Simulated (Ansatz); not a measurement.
MoSi2

Method: r²SCAN, scalar-relativistic; no spin polarisation; PAW, 500 eV, 14×14×14 k-mesh, Gaussian smearing of 0.05 eV; code Ansatz; PAW files: Ansatz's generated set soft_2.

```
Si Mo
1.0
    -1.60104    1.60104    3.90839
     1.60104   -1.60104    3.90839
     1.60104    1.60104   -3.90839
Si Mo
2 1
Cartesian
  0.0000 0.0000 2.6208
  0.0000 0.0000 5.1960
  0.0000 0.0000 0.0000
```

The chain of runs began from a cell as deposited in COD, expanded in volume.

Cell and atoms are those of this level's equilibrium.

The cell has space group I4/mmm (read at 0.01 Å). In it the stress is -0.04, -0.04, 0.09, 0.00, 0.00, 0.00 GPa, so the shape isn't fully relaxed, and the largest force component 0.002 eV/Å. Each change below starts from this cell, without further relaxation. Stress is in GPa, positive in compression, in the order xx, yy, zz, yz, xz, xy; energies are counted from the cell above and are free energies with the smearing's entropy, which match forces and stress in a metal.

Problem. What happens when atom 3 (Mo) is moved by 0.20 Å along z?

Solution. The energy changes by 279.9 meV per cell, and the force on it along the shift is -2.856 eV/Å (−F/u = 14.28 eV/Å²). Stress: 2.42, 2.42, 6.74, 0.00, 0.00, 0.00.
```tsv
atom	Fx (eV/Å)	Fy	Fz
Si1	0.000	0.000	1.617
Si2	0.000	0.000	1.240
Mo3	0.000	0.000	-2.856
```
In a harmonic crystal the energy would rise by −½F·u = ½ × 14.28 × 0.20² eV = 285.6 meV, which matches.

Problem. What stress follows from an engineering strain of 2 % in xx, atoms carried along?

Solution. -8.04, -2.14, -1.69, 0.00, 0.00, 0.00 GPa; the energy changes by 20.5 meV per cell.
```
atom  Fx (eV/Å)     Fy      Fz
 Si1      0.000  0.000   0.042
 Si2      0.000  0.000  -0.042
 Mo3      0.000  0.000   0.000
```
The change of the stress over the strain gives a clamped-atom stiffness of about 400 GPa for this component, a secant value that lies under the elastic constant in tension and over it in compression, by several per cent for each per cent of strain.
In a harmonic crystal the energy would rise by V(½Cε² − σ₀ε), with σ₀ the stress of the unstrained cell, = 20.2 meV, which matches.

Problem. All atoms and the cell are disturbed at random:
```xyz
3
Lattice="-1.6503 1.6416 3.8600 1.6126 -1.6233 3.8371 1.6329 1.6059 -3.8525" Properties=species:S:1:pos:R:3 pbc="T T T"
Si    0.1040    0.0112    2.6518
Si   -0.1596    0.0356    4.9274
Mo    0.0179   -0.0285    0.1179
```
Give the energy change, the stress and the forces.

Solution. 840.8 meV per cell; stress 2.09, 3.78, 22.09, -1.78, 6.20, 0.78 GPa.
```tsv
atom	Fx (eV/Å)	Fy	Fz
Si1	-0.639	-0.123	-2.141
Si2	1.802	-0.504	4.471
Mo3	-1.163	0.627	-2.330
```
